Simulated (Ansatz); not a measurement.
Theory: DFT PBE, scalar-relativistic, plane waves, PAW in Ansatz. Cutoff 420 eV, Γ-centred meshes of about 0.25 Å⁻¹ or finer for metals and 0.3 Å⁻¹ for insulators (2π included), Gaussian smearing. No spin polarisation.

All energies are static (0 K, no zero-point motion).

Compare these two cells of ScGa5S, each relaxed at this level.

A.

```
Sc Ga S
1.0
     3.68064    0.00000    0.00000
     0.00000    3.68064    0.00000
     0.00000    0.00000   10.27320
Sc Ga S
1 5 1
Direct
  0.00000 0.00000 0.00000
  0.00000 0.00000 0.50000
  0.00000 0.50000 0.28315
  0.00000 0.50000 0.71685
  0.50000 0.00000 0.71685
  0.50000 0.00000 0.28315
  0.50000 0.50000 0.00000
```

B.

```
Sc Ga S
1.0
     3.55006    0.00000    0.00000
     0.00000    3.55006    0.00000
     0.00000    0.00000   20.78969
Sc Ga S
2 10 2
Direct
  0.00000 0.50000 0.91350
  0.50000 0.00000 0.08650
  0.00000 0.50000 0.75714
  0.00000 0.50000 0.61109
  0.00000 0.50000 0.18245
  0.00000 0.50000 0.31896
  0.00000 0.50000 0.46411
  0.50000 0.00000 0.24286
  0.50000 0.00000 0.38891
  0.50000 0.00000 0.81755
  0.50000 0.00000 0.68104
  0.50000 0.00000 0.53589
  0.00000 0.50000 0.04923
  0.50000 0.00000 0.95077
```

Question: Which form is favoured at zero pressure, and by what margin per atom?

Answer: B is lower, by 110 meV/atom. A has space group P4/mmm (No. 123), 19.9 Å³/atom and no gap on its mesh; B has space group P4/nmm (No. 129), 18.7 Å³/atom and no gap. Counting Ga or Sc atoms around S (for each partner element, those within 1.25 times its shortest distance or 1.15 times the sum of covalent radii, where it is the nearest in units of that sum or under 1.3; a plus sign parts groups by distance over the sum of covalent radii), A has S 4 and B has S 5+1. The denser one is the lower, and pressure would at first widen the difference. Both come from trial cells of a structure search.

Trial moments fell under 0.15 μB along the way in P4/mmm and P4/nmm; another start might hold them. Cells relaxed within their symmetry can be saddle points.
